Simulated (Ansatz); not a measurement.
Relaxed-ion elastic tensor of KCl (rock salt, Fm-3m) in GPa (Voigt order), the program Ansatz at the PBE level (PAW); density 1.91 g/cm³, 32.49 Å³ per atom.

```tsv
	1	2	3	4	5	6
1	36.1	6.3	6.3	0.0	0.0	0.0
2	6.3	36.1	6.3	0.0	0.0	0.0
3	6.3	6.3	36.1	0.0	0.0	0.0
4	0.0	0.0	0.0	6.6	0.0	0.0
5	0.0	0.0	0.0	0.0	6.6	0.0
6	0.0	0.0	0.0	0.0	0.0	6.6
```

Q: Is the crystal mechanically stable?

A: Yes: the smallest eigenvalue of C is 6.6 GPa.

Q: Work out the Voigt, Reuss and Hill averages.

A: K_V = 16.3, K_R = 16.3, K_H = 16.3; G_V = 9.9, G_R = 8.5, G_H = 9.2 GPa.

Q: Give Young's modulus, Poisson's ratio, Pugh's ratio and the universal anisotropy index.

A: E = 9KG/(3K + G) = 23.3 GPa; ν = 0.26; K/G = 1.76 (near the Pugh limit of 1.75, no verdict); A_U = 5G_V/G_R + K_V/K_R − 6 = 0.83.

Q: Estimate the sound speeds and the Debye temperature.

A: v_l = √((K + 4G/3)/ρ) = 3870 m/s, v_t = √(G/ρ) = 2200 m/s, mean 2450 m/s; Θ = (h/k)(3n/4πV)^(1/3) v_m = 228 K.

Q: Give the Zener ratio and Young's modulus along [100], [110] and [111].

A: A = 2C44/(C11 − C12) = 0.44; 1/E = S11 − 2(S11 − S12 − S44/2)Γ with Γ = 0, 1/4, 1/3 gives 34.2, 19.9, 17.5 GPa.

The PBE relaxation kept the symmetry of its start; phonons on a q-mesh show no instability.

Potentials: the later of the program's two PAW sets.
